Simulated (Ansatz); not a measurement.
Y2CN2O2:
```cif
data_CN2O2Y2
_chemical_formula_sum 'Y2 C1 N2 O2'
_space_group_name_H-M_alt 'P-3m1'
_space_group_IT_number 164
_space_group_name_Hall '-P 3 2"'
_cell_length_a 3.70768
_cell_length_b 3.70768
_cell_length_c 8.18025
_cell_angle_alpha 90.000
_cell_angle_beta 90.000
_cell_angle_gamma 120.000
loop_
_atom_site_label
_atom_site_type_symbol
_atom_site_symmetry_multiplicity
_atom_site_Wyckoff_symbol
_atom_site_fract_x
_atom_site_fract_y
_atom_site_fract_z
_atom_site_occupancy
Y1 Y 2 d 0.66667 0.33333 0.32257 1
C1 C 1 a 0.00000 0.00000 0.00000 1
N1 N 2 c 0.00000 0.00000 0.14997 1
O1 O 2 d 0.33333 0.66667 0.39671 1
```

Relaxed with r²SCAN.

Q: Which orbitals make up the states near the band edges in r²SCAN (plane waves, PAW; program Ansatz)?

A: Top 1 eV of the valence band: N 2p 68 %, O 2p 24 %. Bottom 1 eV of the conduction band: Y 4d 71 %, O 2p 11 %, outside the projected shells 5 %. Projections are on Löwdin-orthogonalised atomic valence shells; empty p or d shells of many metals are not among them.

Q: Tabulate the density of states.

A: States/eV per cell of 7 atoms, in 0.25 eV bins, energy from the valence-band maximum.

```tsv
E (eV)	total	Y 4d	O 2p	N 2p
-6.21	0.00	0.00	0.00	0.00
-5.96	5.55	0.49	0.18	2.65
-5.71	2.45	0.27	0.03	1.22
-5.46	0.00	0.00	0.00	0.00
-5.21	1.27	0.07	0.05	0.59
-4.96	5.82	0.39	0.29	2.89
-4.71	7.05	0.63	0.32	3.89
-4.46	3.63	0.21	0.05	1.93
-4.21	6.22	0.29	0.15	3.18
-3.96	0.00	0.00	0.00	0.00
-3.71	0.00	0.00	0.00	0.00
-3.46	0.59	0.13	0.35	0.06
-3.21	3.82	0.82	2.50	0.21
-2.96	4.38	0.94	3.04	0.15
-2.71	5.98	0.95	4.29	0.37
-2.46	9.41	1.30	7.02	0.50
-2.21	1.22	0.24	0.83	0.08
-1.96	3.92	0.53	2.75	0.41
-1.71	6.40	0.65	4.67	0.70
-1.46	5.62	0.55	4.12	0.69
-1.21	4.19	0.33	3.30	0.37
-0.96	2.46	0.12	2.10	0.12
-0.71	3.76	0.28	0.70	2.65
-0.46	7.74	0.37	1.52	5.64
-0.21	3.79	0.14	0.79	2.77
0.04	0.72	0.02	0.12	0.57
0.29	0.00	0.00	0.00	0.00
0.54	0.00	0.00	0.00	0.00
0.79	0.00	0.00	0.00	0.00
1.04	0.00	0.00	0.00	0.00
1.29	0.00	0.00	0.00	0.00
1.54	0.00	0.00	0.00	0.00
1.79	0.00	0.00	0.00	0.00
2.04	0.00	0.00	0.00	0.00
2.29	0.00	0.00	0.00	0.00
2.54	0.00	0.00	0.00	0.00
2.79	0.00	0.00	0.00	0.00
3.04	0.00	0.00	0.00	0.00
3.29	0.00	0.00	0.00	0.00
3.54	0.00	0.00	0.00	0.00
3.79	0.00	0.00	0.00	0.00
4.04	0.00	0.00	0.00	0.00
4.29	0.00	0.00	0.00	0.00
4.54	0.26	0.10	0.01	0.00
4.79	1.54	1.10	0.14	0.02
5.04	3.25	2.34	0.36	0.07
5.29	2.96	2.12	0.39	0.07
5.54	2.75	1.77	0.12	0.13
5.79	5.25	3.08	0.20	0.48
6.04	7.93	4.57	0.32	0.83
6.29	2.77	1.57	0.11	0.26
6.54	5.52	3.30	0.16	0.49
6.79	3.44	2.03	0.13	0.31
7.04	7.29	4.45	0.24	0.72
7.29	6.97	4.52	0.29	0.48
7.54	5.43	3.63	0.29	0.38
7.79	4.80	3.22	0.24	0.33
8.04	5.32	3.55	0.31	0.34
8.29	3.85	2.31	0.30	0.18
8.54	3.52	2.05	0.27	0.15
8.79	5.16	3.21	0.25	0.23
9.04	1.70	0.97	0.10	0.09
```

The workflow started from a Materials Project entry (that database holds measured and hypothetical structures alike); the Crystallography Open Database copy checked does not list it. Whether it is the stable phase at ambient conditions was not checked. Symmetry was held in the r²SCAN relaxation; its stability against distortions is not shown here. No spin polarisation was allowed. Spin–orbit coupling is left out wherever it is not named.

Potentials: the later of the program's two PAW sets.
